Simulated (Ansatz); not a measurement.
SnGe:
```
SnGe
1.0
    0.00000     2.90103     2.90103
    2.90103     0.00000     2.90103
    2.90103     2.90103     0.00000
Ge Sn
1 1
Direct
  0.00000   0.00000   0.00000
  0.50000   0.50000   0.50000
```

Relaxed with PBE. Special points in fractions of this cell's reciprocal vectors: Γ (0.000, 0.000, 0.000); X (0.500, 0.000, 0.500); U (0.625, 0.250, 0.625); K (0.375, 0.375, 0.750); L (0.500, 0.500, 0.500); W (0.500, 0.250, 0.750).

Problem. List the band energies nearest the Fermi level at these points for plane-wave PAW PBE with spin–orbit coupling (Ansatz code).

Solution. In eV from the Fermi level; about four levels below and three above (degenerate sets whole), none deeper than 8.9 eV; points with the same levels are listed once.

```json
[
 {"k": "Γ", "below": "-0.83 -0.83 -0.06 -0.06", "above": "0.40 0.40 0.40 0.40"},
 {"k": "X", "below": "-2.36 -2.36 -2.10 -2.10", "above": "3.14 3.14 8.29 8.29"},
 {"k": "U", "below": "-1.59 -1.59 -0.82 -0.82", "above": "5.34 5.34 5.92 5.92"},
 {"k": "L", "below": "-8.74 -8.74 -7.86 -7.86", "above": "0.92 0.92 1.06 1.06"},
 {"k": "W", "below": "-3.93 -3.93 -3.83 -3.83", "above": "2.38 2.38 2.75 2.75"}
]
```

Space group Fm-3m (rock salt). A made-up cell: these elements were put on the sites of a structure type; neither database checked (COD, Materials Project) lists it. Whether it is the stable phase at ambient conditions was not checked. The cell was relaxed with PBE under the symmetry of its start; of distortions, only those at the zone centre were tested.

Potentials: the later of the program's two PAW sets.
